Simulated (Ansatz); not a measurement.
An elastic constant from a strain scan in Al

Theory: DFT PBEsol, scalar-relativistic, plane waves, PAW (Ansatz). Cutoff 420 eV, Γ-centred 24×24×14 k-points, Gaussian smearing of 0.15 eV. No spin polarisation. Energies are free energies at this smearing, counted from the undisturbed cell; pressure is positive in compression.

Zero of the scan (relaxed at this level; this form isn't the usual structure):

```
CELL_PARAMETERS angstrom
2.85007 0.00000 0.00000
-1.42503 2.46823 0.00000
0.00000 0.00000 4.63732
ATOMIC_POSITIONS crystal
Al 0.66667 0.33333 0.75000
Al 0.33333 0.66667 0.25000
```

The cell is strained by ε times the Voigt pattern (1, 1, 0, 0, 0, 0) (xx, yy, zz, yz, xz, xy; engineering shear) with fractional coordinates fixed. The cell holds 2 atoms in V0 = 32.62 Å³. The stress column is τ = (1/V0) dE/dε, got from the stress tensor σ (compression positive) at each point as −det(1 + εP) σ : P(1 + εP)⁻¹, with P the pattern as a tensor.

```
      ε  ΔE (meV/atom)  τ (GPa)
-0.0200          6.037   -7.067
-0.0150          2.993   -4.897
-0.0100          1.024   -2.867
-0.0050          0.051   -0.981
 0.0000          0.000    0.770
 0.0050          0.816    2.415
 0.0100          2.444    3.980
 0.0150          4.855    5.481
 0.0175          6.343    6.210
 0.0200              ?        ?
```

Task: Which combination of elastic constants does this scan measure, and how large is it?

Result: For small ε, τ = τ0 + Kε with K = pᵀCp, which for this pattern is C11 + C22 + 2 C12 in the Cartesian frame shown. The parabola through τ at ε = -0.0050, 0 and 0.0050 has slope K = 340 GPa at zero. The energies per cell, E = NΔE, of the wider pair ε = ±0.0150 give K = 2[E(ε₊)/ε₊ − E(ε₋)/ε₋]/[(ε₊ − ε₋)V0] = 343 GPa, in agreement.

Task: Predict the withheld row at ε = 0.0200 from the harmonic law, and compare.

Result: ΔE = V0(τ0 ε + Kε²/2)/N = 8.481 meV/atom and τ = 7.56 GPa. The calculation gives 8.014 meV/atom and 6.93 GPa: the energy lies 6 % below the harmonic value, as bonds soften when stretched.

In a metal these slopes depend on the k mesh and the smearing.

Cost: 10 runs of about 0.98 core-minutes in all, on Arm Neoverse V2 (shared hosts).